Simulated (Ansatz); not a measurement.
Total density of states per atom from r²SCAN in the plane-wave PAW code Ansatz, in 0.25 eV bins, energy from the Fermi level:

```
E (eV) | states/eV/atom
    -3.45 |  0.00
    -3.20 |  0.03
    -2.95 | # 0.06
    -2.70 | # 0.09
    -2.45 | ## 0.12
    -2.20 | ## 0.16
    -1.95 | ##### 0.36
    -1.70 | ################## 1.15
    -1.45 | ######################## 1.60
    -1.20 | ############################# 1.91
    -0.95 | ######################### 1.68
    -0.70 | ########################## 1.68
    -0.45 | ##################### 1.37
    -0.20 | #################### 1.30
     0.05 | ########################## 1.70
     0.30 | ####################### 1.49
     0.55 | ####################### 1.54
     0.80 | ############################# 1.92
     1.05 | ############################## 1.98
     1.30 | ########################### 1.80
```

Question: Which compound is it?
A. La, dhcp (α-La type)
B. La2InGe2, P4/mbm (La on 4h, In on 2a, Ge on 4g)
C. LaSiPt, I4_1md (La on 4a, Si on 4a, Pt on 4a)
D. Tc, dhcp (α-La type)

Answer: A, La, dhcp (α-La type). Within 0.5 eV of the Fermi level: La 5d 79 %, La 4f 11 %, La 6s 6 %. Projections are on Löwdin-orthogonalised atomic valence shells; empty p or d shells of many metals are not among them.

Space group P6_3/mmc (dhcp (α-La type)). Symmetry was held in the r²SCAN relaxation. Spin–orbit coupling is left out wherever it is not named.

Potentials: the later of the program's two PAW sets.
